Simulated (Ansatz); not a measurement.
SiC (rock salt, space group No. 225) under volume change, the program Ansatz at the r²SCAN level (PAW), scaled uniformly.

| V (Å³/atom) | E − E(relaxed) (meV/atom) | P (GPa) |
|---|---|---|
| 7.434 | 64.1 | 30.81 |
| 7.679 | 26.5 | 18.57 |
| 7.924 | 6.2 | 8.37 |
| 8.169 | 0.0 | 0.00 |
| 8.415 | 6.1 | -7.57 |
| 8.660 | 22.6 | -14.00 |
| 8.905 | 47.9 | -18.90 |

Question: What does a third-order Birch–Murnaghan fit give for V₀, B₀ and B′?

Answer: V₀ = 8.16 Å³/atom, B₀ = 266 GPa, B′ = 4.5.

Space group Fm-3m (rock salt). This is a known high-pressure phase of the composition, computed here at zero pressure and temperature. The r²SCAN relaxation kept the symmetry of its start; whether a distortion lowers the energy is not shown. Its formation energy is positive at this level, so the cell may be metastable or incomplete.

Potentials: the later of the program's two PAW sets.
